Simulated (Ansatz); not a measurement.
AlO₂:
```
CELL_PARAMETERS angstrom
      9.31381     0.00000     0.00000
      0.00000     2.88771     0.00000
      0.00000     0.00000     4.73433
ATOMIC_POSITIONS crystal
  Al 0.66302 0.25000 0.54946
  Al 0.33698 0.75000 0.45054
  Al 0.83698 0.75000 0.04946
  Al 0.16302 0.25000 0.95054
  O  0.53141 0.75000 0.34592
  O  0.46859 0.25000 0.65408
  O  0.96859 0.25000 0.84592
  O  0.03141 0.75000 0.15408
  O  0.22684 0.75000 0.76055
  O  0.77316 0.25000 0.23945
  O  0.27316 0.25000 0.26055
  O  0.72684 0.75000 0.73945
```
The run is spin-polarised; directions of the spins, atom by atom: 0 0 0 0 ↑ ↑ ↑ ↑ 0 0 0 0.

Relaxed with r²SCAN. Special points in fractions of this cell's reciprocal vectors: Γ (0.000, 0.000, 0.000); X (0.500, 0.000, 0.000); S (0.500, 0.500, 0.000); Y (0.000, 0.500, 0.000); Z (0.000, 0.000, 0.500); U (0.500, 0.000, 0.500); R (0.500, 0.500, 0.500); T (0.000, 0.500, 0.500).

Question: List the band energies nearest the valence-band maximum at these points for r²SCAN (plane waves, PAW; program Ansatz).

Answer: In eV from the valence-band maximum; about four levels below and three above (degenerate sets whole), none deeper than 8.9 eV; … stands for higher levels left out; points with the same levels are listed once.

| k | below | above |
|---|---|---|
| Γ ↑ | -1.37 -1.35 -0.60 -0.27 | 6.48 8.44 … |
| X ↑ | -1.43 -1.43 -0.41 -0.41 | 7.28 7.28 … |
| S ↑ | -1.13 -1.13 -1.13 -1.13 | … |
| Y ↑ | -1.47 -1.47 -0.91 -0.91 | 10.78 10.78 … |
| Z ↑ | -1.39 -1.39 -1.17 -1.17 | 8.69 8.69 … |
| U ↑ | -1.48 -1.48 -1.11 -1.11 | 9.06 9.06 … |
| R ↑ | -0.98 -0.98 -0.98 -0.98 | … |
| T ↑ | -1.09 -1.09 -0.89 -0.89 | 10.30 10.30 … |
| Γ ↓ | -1.61 -1.01 -0.61 0.00 | 1.09 1.21 1.25 |
| X ↓ | -1.49 -1.49 -0.30 -0.30 | 1.23 1.23 1.28 1.28 |
| S ↓ | -1.26 -1.26 -1.26 -1.26 | 1.29 1.29 1.29 1.29 |
| Y ↓ | -1.40 -1.40 -1.14 -1.14 | 1.25 1.25 1.35 1.35 |
| Z ↓ | -1.41 -1.41 -0.77 -0.77 | 0.90 0.90 1.19 1.19 |
| U ↓ | -1.50 -1.50 -1.07 -1.07 | 0.96 0.96 1.19 1.19 |
| R ↓ | -0.98 -0.98 -0.98 -0.98 | 1.51 1.51 1.51 1.51 |
| T ↓ | -1.11 -1.11 -0.80 -0.80 | 1.48 1.48 1.51 1.51 |

Space group Pnma. The workflow started from a Materials Project entry (that database holds measured and hypothetical structures alike); the Crystallography Open Database copy checked does not list it. Whether it is the stable phase at ambient conditions was not checked. The r²SCAN relaxation kept the symmetry of its start; whether a distortion lowers the energy is not shown. The final state is ferromagnetic, chosen from 4 collinear starts compared on coarse meshes (ties went to the first, and starts can fall back to one state), not a proven ground state. Other orbital occupations within this spin state were not tried. No Hubbard U is applied.

Potentials: the later of the program's two PAW sets.
